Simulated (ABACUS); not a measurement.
## Small calculations from the output for SiC (P6_3mc, 4 atoms in the cell; from Materials Project mp-7140)

SiC is modelled in the hexagonal space group P6₃mc (No. 186), the wurtzite structure, Pearson symbol hP4. Conventional cell: a = 3.0735 Å, b = 3.0735 Å, c = 5.0453 Å, α = 90.00°, β = 90.00°, γ = 120.00°. Si on 2b is surrounded by 4 C at 1.882–1.896 Å (tetrahedral). C on 2b sees 4 Si at 1.882–1.896 Å (tetrahedral). (Neighbours: up to the widest gap in distance over summed covalent radii, below 1.35, at either atom.)

All values come from this method and carry its errors: LDA (PW92), PseudoDojo 0.4 standard norm-conserving LDA (tails mended) pseudopotentials (plane waves; ABACUS 3.10.1).

Main settings: KPT = Gamma 10 10 5 0 0 0; basis_type = pw; dft_functional = PWLDA; ecutwfc = 82 Ry; smearing_method = fixed; potentials = PseudoDojo 0.4 standard norm-conserving LDA (tails mended); symmetry = 1; symmetry_prec = 1e-05.

The structure comes from a collection of computed structures, made at another level of theory; the collection holds predicted forms beside known ones.

The cell holds 278.5 bohr³ and the plane-wave cutoff is 82.0 Ry.

How many plane waves does a k-point need, and how does the count grow with the cutoff?

In Rydberg units |k + G|² ≤ E, a sphere of radius √82.0 = 9.055 bohr⁻¹. Each G takes (2π)³/V of reciprocal space, so N = V E^(3/2)/(6π²) = 278.5 × 742.5/59.218 = 3492. The program's largest count at a k-point is 3532; single k-points scatter about the estimate. The count grows as E^(3/2): 20 % more cutoff means 31 % more plane waves.

A band-structure run on this density gave a gap of 2.17 eV along the path. From the bottom of the conduction band at K toward M, the level moves away from the edge by 0.0414 eV at Δk = 0.0681 Å⁻¹ and by 0.1651 eV at Δk = 0.1363 Å⁻¹. From the top of the valence band at Γ toward M, the level moves away from the edge by 0.0227 eV at Δk = 0.1180 Å⁻¹ and by 0.0985 eV at Δk = 0.2361 Å⁻¹.

Estimate the effective masses, and the wavelength of a photon at the gap.

For a parabola ΔE = ħ²Δk²/(2m*), with ħ²/(2mₑ) = 3.810 eV Å², so m*/mₑ = 3.810 Δk²/ΔE. At the bottom of the conduction band: 3.810 × 0.0681²/0.0414 = 0.43 from the nearer point and 0.43 from the farther. At the top of the valence band: 3.810 × 0.1180²/0.0227 = 2.34 from the nearer point and 2.16 from the farther. Where the two differ the band is not parabolic over this range, and the mass at the edge lies beyond the nearer value. These are masses along one direction, for the outermost band, at this level of theory and without spin-orbit coupling. The gap corresponds to λ = 1239.8 nm eV/2.17 eV = 571 nm (the gap is indirect, so absorption there needs a phonon); semi-local functionals usually give gaps below the measured ones.

“Tails mended”: in these copies of the files the far tail of each local potential was reset to the Coulomb form.
